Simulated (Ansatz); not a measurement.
A structure of La$_{2}$O$_{3}$ relaxed with PBEsol (plane waves to 420 eV, PAW, scalar-relativistic; Ansatz, an electronic-structure program); single points at other levels follow on the same geometry (Ansatz, PAW; PBEsol+SOC at 600 eV on a 10×10×6 k-mesh; spin-orbit coupling only where +SOC is written). Space group P-3m1 (No. 164).

```
La2O3
1.0
    3.90664     0.00000     0.00000
   -1.95332     3.38325     0.00000
    0.00000     0.00000     6.03965
O La
3 2
Direct
  0.00000   0.00000   0.00000
  0.33333   0.66667   0.64605
  0.66667   0.33333   0.35395
  0.33333   0.66667   0.24536
  0.66667   0.33333   0.75464
```

| level | gap (eV) | kind | conduction minimum |
|---|---|---|---|
| PBEsol | 3.77 | indirect | K |
| PBEsol+SOC | ? | ? | ? |

Question: Some entries are withheld; supply them.

Answer: 
- PBEsol+SOC, gap (eV): 3.76
- PBEsol+SOC, kind: indirect
- PBEsol+SOC, conduction minimum: K

The shift from spin-orbit coupling is approximate. No spin polarisation in the result.

The run could not lose the symmetry of its start.

The first start was generated by placing the elements on the sites of a structure type. Materials Project lists a structure of La2O3 in the same space group, P-3m1 (No. 164); the sites were not compared with it, nor with measured phases.
